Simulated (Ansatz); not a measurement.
InSb3 (Pm-3m), stationary points along a deformation path

Computed with Ansatz, DFT r2SCAN, scalar-relativistic, plane waves, PAW. The runs took a 500 eV cutoff, a Γ-centred 12×12×12 mesh and Gaussian smearing (0.15 eV). No spin polarisation. Energies are free energies at this smearing, counted from the undisturbed cell; pressure is positive in compression.

Zero of the scan (relaxed at this level; it needn't be the usual structure):

```yaml
crystal:
  lattice:
    - [4.79053, 0.00000, 0.00000]
    - [0.00000, 4.79053, 0.00000]
    - [0.00000, 0.00000, 4.79053]
  atoms:
    - { symbol: In, position: [0.00000, 0.00000, 0.00000] }
    - { symbol: Sb, position: [0.50000, 0.00000, 0.50000] }
    - { symbol: Sb, position: [0.00000, 0.50000, 0.50000] }
    - { symbol: Sb, position: [0.50000, 0.50000, 0.00000] }
```

At fixed volume and fractional coordinates, lengths along (0.000, 0.000, 1.000) are scaled against those across it; ρ is that ratio over its starting value. V = 27.485 Å³/atom. Δσ is the stress along the axis less the mean stress across it (compression positive).

```csv
ρ,ΔE (meV/atom),Δσ (GPa),space group
0.707,-43.3,0.41,P4/mmm
0.780,-31.3,-1.70,P4/mmm
0.850,-13.4,-1.91,P4/mmm
1.000,0.0,0.00,Pm-3m
1.200,-8.5,0.49,P4/mmm
1.300,-10.0,-0.31,P4/mmm
1.414,4.3,-3.16,P4/mmm
```

Question: How does the stress give the slope of the energy, and where is the energy stationary?

Answer: Along the path d ln(length) is 2/3 d ln ρ on the axis and −1/3 d ln ρ across it, so dE/d ln ρ = −(2/3) V Δσ: the energy falls with ρ where Δσ is positive. Δσ vanishes or changes sign between ρ = 0.707 and 0.780, a minimum (near 0.72 by linear interpolation); at ρ = 1.000 (Pm-3m), a maximum at 0.0 meV/atom; between ρ = 1.200 and 1.300, a minimum (near 1.26 by linear interpolation). Pairs of stationary points between two samples would go unseen, and could change a minimum read from distant neighbours into a maximum. At ρ = 1.000 the cell is cubic, where symmetry alone makes the stress isotropic and the slope zero.

Question: Is the start the lowest point of the path?

Answer: No: ρ = 0.707 lies 43.3 meV/atom lower, with no sampled rise above the start on the way. Volume and inner coordinates are held, so a relaxed structure there would lie lower still.

In a metal these slopes depend on the k mesh and the smearing.

Cost: 7 runs of about 6.1 core-minutes in all, on Intel Xeon 6975P-C (Granite Rapids) (shared hosts).